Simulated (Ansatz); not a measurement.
The elements of this relaxed trial crystal are hidden behind letters.

```
lattice vectors (Å)
   1.7871   -8.8879    0.0000
   1.7871    8.8879    0.0000
   0.0000    0.0000    3.6008
fractional positions
X 0.3717 0.6283 0.0000
X 0.6283 0.3717 0.0000
Z 0.0000 0.0000 0.5000
Q 0.1196 0.8804 0.5000
Q 0.8804 0.1196 0.5000
```

All numbers below come from DFT PBE, scalar-relativistic, plane waves, PAW in Ansatz 0.2.0. Settings of the last relaxation (5-atom cell): 420 eV, 10×10×10 k points, Gaussian smearing of 0.10 eV, no spin polarisation.

* Space group: Cmmm (No. 65)
* Conventional cell: a = 3.574 Å, b = 17.776 Å, c = 3.601 Å
* Volume per atom: 22.88 Å³
* Density: 7.09 g/cm³
* Energy over the elements: −2.04 eV/atom
* Gap on the 10×10×10 mesh of the 5-atom cell: 0 eV (a metal)

Energies are uncorrected and count from the elements' standard states at the same level.

Question: X is a lanthanide, Z is a d-block element of period 6 and Q is a p-block element of period 2. Which elements are they?

Answer: X = La, Z = Hf, Q = O, so the formula is La2HfO2. Density times volume gives a mean mass of 7.09 × 22.88/1.6605 = 97.7 u per atom, and this set has 97.7 u. Around La lie 4 O at 2.54 Å and 4 Hf at 3.41 Å; Hf has 2 O at 2.13 Å and 8 La at 3.41 Å; O has 1 Hf at 2.13 Å and 4 La at 2.54 Å. Other sets within the hints have nearly the same mass, so mass alone doesn't settle it; this one was computed.

Spin–orbit coupling, which can matter for Hf, is left out. Symmetry constrained the relaxation, so the result can be a saddle point.
